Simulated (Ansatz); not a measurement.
Trial structure of Al₃BN₂, not yet relaxed:

```yaml
crystal:
  lattice:
    - [5.07710, 0.00000, 0.00000]
    - [-2.53855, 4.39690, 0.00000]
    - [0.00000, 0.00000, 3.02980]
  atoms:
    - { symbol: Al, position: [0.50000, 0.00000, 0.50000] }
    - { symbol: Al, position: [0.50000, 0.50000, 0.50000] }
    - { symbol: Al, position: [0.00000, 0.50000, 0.50000] }
    - { symbol: B, position: [0.00000, 0.00000, 0.00000] }
    - { symbol: N, position: [0.33333, 0.66667, 0.00000] }
    - { symbol: N, position: [0.66667, 0.33333, 0.00000] }
```

These are results of DFT PBE, scalar-relativistic, plane waves, PAW (Ansatz), not measurements. Plane waves to 420 eV, a k mesh through Γ of 6×6×6 on the computed 6-atom cell and Gaussian smearing (0.10 eV); no spin polarisation.

Energies over the elements count from the elements' standard structures at the same level (N₂ as a molecule), with no fitted energy shifts.

Question: Estimate its pressure, forces and energy as it stands.

Answer: The pressure is -4.9 GPa (the mean over three directions, positive in compression), the largest force is 0.00 eV/Å (symmetry fixes the atoms), and the energy is +0.58 eV/atom against the elements. The shortest distance is 2.11 Å.

Question: Is it a good guess?

Answer: A rough one: relaxing gains about 0.36 eV/atom (the start's value is from the coarse mesh, so the gain is rough) in 15 ionic steps and ends at +0.23 eV/atom on the finer mesh. The symmetry stays P6/mmm (No. 191). The volume per atom shrinks by 5.7 %, from 11.3 to 10.6 Å³. The shortest distance goes from 2.11 Å (Al–N) to 2.01 Å (Al–N). The ratio c/a of the conventional cell changes by a factor of 0.83. Conventional cell: a = 5.295 Å, c = 2.626 Å. Al has 4 N at 2.01 Å, 6 Al at 2.63–2.65 Å and 4 B at 2.96 Å; B is surrounded by 2 B at 2.63 Å and 12 Al at 2.96 Å (long contacts); around N lie 6 Al at 2.01 Å.

The last run used a 12×12×14 mesh (in the run's order of axes) for its 6-atom cell and Gaussian smearing of 0.10 eV. The relaxation can't lower the symmetry of the start, and the grade says only how near the guess is to its own end. A structure relaxed within its symmetry needn't be a true minimum. Another cell of Al3BN2 relaxed alike, in P-3m1, lies 0.82 eV/atom lower, so this cell isn't the stable form at this level.
